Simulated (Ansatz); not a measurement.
Method: DFT LDA, scalar-relativistic, plane waves, PAW (Ansatz 0.2.0). Cutoff 420 eV, Γ-centred k meshes of 400 to 1728 points, fixed occupations in insulators, in metals Fermi–Dirac smearing of 0.15 eV (Gaussian, 0.2 eV, where magnetic), no spin polarisation. Values of metals depend on mesh and smearing. Spin–orbit coupling is left out. Each crystal stands at its own equilibrium volume, in the symmetry named.

Task: Order these crystals by the Debye temperature from the elastic constants, lowest first.
A. Ta2Se (P4/nmm, 6 atoms in the cell, 18.0 Å³/atom, Se next to 5 Ta)
B. CO2 (I-42d, 6 atoms in the cell, 7.4 Å³/atom, C next to 4 O)
C. TiRh3 (Pm-3m, 4 atoms in the cell, 13.4 Å³/atom, Ti next to 12 Rh)

Result: A (250 K), C (508 K), B (1065 K).

Cost: 3 runs of about 41 core-minutes in all, on Intel Xeon Processor @ 2.50GHz (Skylake/Cascade Lake), Oxide Virtual Turin-like Processor (Zen 5), Arm Neoverse V1 (shared hosts).